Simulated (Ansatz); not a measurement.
Starting cell, Y (hcp, Mg type):

```
Y
1.0
    3.65564     0.00000     0.00000
   -1.82782     3.16588     0.00000
    0.00000     0.00000     5.67870
Y
2
Direct
  0.33333   0.66667   0.75000
  0.66667   0.33333   0.25000
```

The atoms are displaced by Q × the pattern below (from a DFPT mode at Γ, largest move 1; Q in Å), at fixed cell. It is one choice among 2 degenerate patterns.

```csv
atom,x,y,z
Y1,0.000,1.000,0.000
Y2,0.000,-1.000,0.000
```

Calculation: PBE (plane waves to 420 eV, PAW, scalar-relativistic; Ansatz, a first-principles code). k mesh 15×15×8 (Γ-centred), Fermi-Dirac smearing 0.05 eV. With partly filled bands, energies and forces of such displacements shift with the k mesh and the smearing. Y is run without spin polarisation. Y was relaxed with its symmetry unable to fall.

At one point of the scan the forces (eV/Å) are:

```tsv
atom	Fx	Fy	Fz
Y1	0.000	-0.317	0.000
Y2	0.000	0.317	0.000
```

Q: Which point is it?
A. Q = 0.120 Å
B. Q = 0.090 Å
C. Q = 0.060 Å
D. Q = 0.030 Å

A: A, Q = 0.120 Å

(A displaced cell: forces are minus the slopes of the energy, force constants its curvatures, and phonons follow from these.)
